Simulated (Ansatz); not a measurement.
Input and command of a calculation in Ansatz (plane waves; scalar-relativistic PAW potentials unless the input names others):

```yaml
crystal:
  lattice:
    - [-1.677165, 1.677165, 1.677165]
    - [1.677165, -1.677165, 1.677165]
    - [1.677165, 1.677165, -1.677165]
  atoms:
    - { symbol: W, position: [0.0, 0.0, 0.0], spin: -1.0 }
basis:
  ecutwfc: 420
kpoints:
  mp_grid: { grid: [20, 20, 20] }
hamiltonian:
  xc: pbesol
scf:
  occupations: { method: gaussian, width: 0.15 }
output:
  forces: true
  eigenvalues: true
  stress: true
magnetization:
  spin_polarized: true
```

```bash
ansatz run input.yaml --threads 1 --pin off --max-ram 2560MiB --backend cpu --events-out ev --progress --plain --runs-dir out
```

Abridged log:
```
Pseudopotentials: kind: paw
Pseudopotential: W, paw, valence charge 14, recommended cutoff 420 eV (normal)
Functional definition: PBEsol
Crystal: 1 atom, lattice volume = 18.871 Å³
Basis set: ecut = 420 eV, 369 PW (Γ), exchange–correlation on 40×40×40 points (8 copies of the dense FFT grid, shifted against one another)
Bands: 12, of which v1, the nominal top of the filled ones, is band 7 counted from 1 (6 counted from 0)
Symmetry: 48 space group operations
Space group: Im-3m (ITA 229), of the structure as read, at distance tolerance 2.7e-5 Å
Magnetic group: BNS 229.140 (UNI 1642), of the structure as read, at distance tolerance 2.7e-5 Å
k-points: 256 of 8000
Initial density: superposition of atomic densities (chi_scale 0.1, normalization cell)
Starting moments: Σ|m| = 1 μB on 1 of 1 site
Initial wavefunctions: pseudopotential atomic-orbital guess
Functional: x = pbesol(κ = 0.804, μ = 0.12345679), c = pbesol(β = 0.046)
SCF iter   1: F=—  HF=-10256.449855 eV  |F-HF|=—  |Δ(HF+E_count)|=         —  Δρ=5.65e-2 (↑3.03e-2 ↓5.65e-2) dr2=6.85e-1  dr2_m=1.91e-1  M=-0.040 μB ∫|m|=0.050 μB  β_m=0.30  ethr=3.10e-3  ⟨swp⟩=5.0  Hψ=30581  notcnv=0
Mixer restart at iter 1: flushing history
SCF iter   2: F=—  HF=-10256.191455 eV  |F-HF|=—  |Δ(HF+E_count)|=   2.58e-1  Δρ=3.60e-2 (↑2.19e-2 ↓3.60e-2) dr2=1.95e-1  dr2_m=9.51e-2  M=-0.030 μB ∫|m|=0.037 μB  β_m=0.50  ethr=3.10e-3  ⟨swp⟩=2.0  Hψ=12369  notcnv=0  defer=378
SCF iter   3: F=—  HF=-10256.095644 eV  |F-HF|=—  |Δ(HF+E_count)|=   9.58e-2  Δρ=7.11e-3 (↑7.11e-3 ↓6.87e-3) dr2=4.17e-3  dr2_m=5.86e-3  M=-0.011 μB ∫|m|=0.013 μB  β_m=0.67  ethr=1.39e-3  ⟨swp⟩=2.3  Hψ=10451  notcnv=0  defer=378
SCF iter   4: F=—  HF=-10256.099681 eV  |F-HF|=—  |Δ(HF+E_count)|=   4.04e-3  Δρ=6.10e-4 (↑6.10e-4 ↓4.15e-4) dr2=2.83e-5  dr2_m=3.17e-5  M=-0.001 μB ∫|m|=0.002 μB  β_m=0.80  ethr=2.98e-5  ⟨swp⟩=2.2  Hψ=10155  notcnv=0  defer=374
SCF iter   5: F=—  HF=-10256.099747 eV  |F-HF|=—  |Δ(HF+E_count)|=   6.62e-5  Δρ=1.19e-4 (↑1.12e-4 ↓1.19e-4) dr2=5.78e-6  dr2_m=1.05e-6  M= 0.000 μB ∫|m|=0.000 μB  β_m=0.90  ethr=2.02e-7  ⟨swp⟩=2.2  Hψ=9610  notcnv=0  defer=374
SCF iter   6: F=—  HF=-10256.099753 eV  |F-HF|=—  |Δ(HF+E_count)|=   6.25e-6  Δρ=2.00e-5 (↑1.83e-5 ↓2.00e-5) dr2=1.54e-7  dr2_m=2.87e-8  M= 0.000 μB ∫|m|=0.000 μB  β_m=0.95  ethr=4.13e-8  ⟨swp⟩=2.1  Hψ=8166  notcnv=0  defer=374
SCF iter   7: F=—  HF=-10256.099753 eV  |F-HF|=—  |Δ(HF+E_count)|=   1.85e-7  Δρ=1.98e-6 (↑1.45e-6 ↓1.98e-6) dr2=1.16e-9  dr2_m=2.73e-10  M= 0.000 μB ∫|m|=0.000 μB  β_m=0.98  ethr=1.10e-9  ⟨swp⟩=2.1  Hψ=8194  notcnv=0  defer=374
SCF iter   8: F=—  HF=-10256.099753 eV  |F-HF|=—  |Δ(HF+E_count)|=   1.34e-9  Δρ=1.00e-7 (↑9.80e-8 ↓1.00e-7) dr2=3.07e-12  dr2_m=9.06e-13  M= 0.000 μB ∫|m|=0.000 μB  β_m=0.99  ethr=8.26e-12  ⟨swp⟩=2.1  Hψ=8600  notcnv=0  defer=374
SCF iter   9: F=-10256.099753 eV  HF=-10256.099753 eV  |F-HF|=3.64e-12  |Δ(HF+E_count)|=  7.28e-12  Δρ=2.08e-8 (↑1.93e-8 ↓2.08e-8) dr2=2.97e-13  dr2_m=4.54e-15  M= 0.000 μB ∫|m|=0.000 μB  ethr=1.00e-12  ⟨swp⟩=4.1  Hψ=19356  notcnv=0
SCF 1 converged in 9 iterations: F = -10256.099753 eV  dr2 = 2.97e-13
WARN: the starting moments were not kept: the SCF closed with an absolute magnetisation of 4.4e-8 μB, where they sum to 1 μB in size (1 site). That is at most 0.1 of that sum. Measured as dr2_m measures the in/out step, that magnetisation stands 6.2e-16 eV from none, at or under the dr2_threshold of 1.0e-7 eV: it is no larger than a step whose dr2_m would equal this threshold. The system may hold no moment; this SCF shows only that its start led to no more than that. To try another start: raise the starting moments (crystal.atoms[].spin, magnetization.per_species, magnetization.initial_magneti ...
SCF converged after 9 iterations
Magnetization:  0.0000 μB (7.0000 up, 7.0000 down)
Absolute magnetization: 0.0000 μB (∫|ρ↑−ρ↓|, with the PAW one-centre terms)
Spin contamination: 0.0000 ħ² per cell (⟨S²⟩ above its minimum at these occupations)
Per-site moments (μB) at R_I (Å): [(-1.27532693e-9, 1.19828568)]
Free energy (F): -10256.099753 eV
Harris-Foulkes:  -10256.099753 eV  (|F-HF|=3.64e-12)
Internal energy: -10256.095260 eV  (E = F + TS)
E sigma→0 (E₀):  -10256.097507 eV
Entropy (-TS):   -0.004493 eV (-4.493 meV/atom)
Fermi energy:    18.333746 eV
--- Forces (eV/Å), atoms counted from 1 ---
  atom   1  W      0.00000000     0.00000000     0.00000000
--- Stress (GPa, compression-positive) ---
      -40.359143       0.000000       0.000000
        0.000000     -40.359143       0.000000
        0.000000       0.000000     -40.359143
  P = ⅓ Tr σ = -40.3591 GPa (-403.591 kbar)
```

Apart from outputs and empty bands, the input differs from a reference run on usual settings in magnetization: not typed → {"spin_polarized": true} (random starting moments). The reference, at the same geometry (not necessarily relaxed), gave pressure -40.36 GPa, largest force 0.000 eV/Å, no gap on the mesh. This run converged in 9 SCF iterations (reference: 6) with an energy at zero smearing within 0.01 meV/atom of the reference's, pressure -40.36 GPa, largest force 0.000 eV/Å, no gap on the mesh.

Time: 11 s on 1 thread of Intel(R) Xeon(R) Processor @ 2.70GHz (shared host), peak memory 0.41 GiB.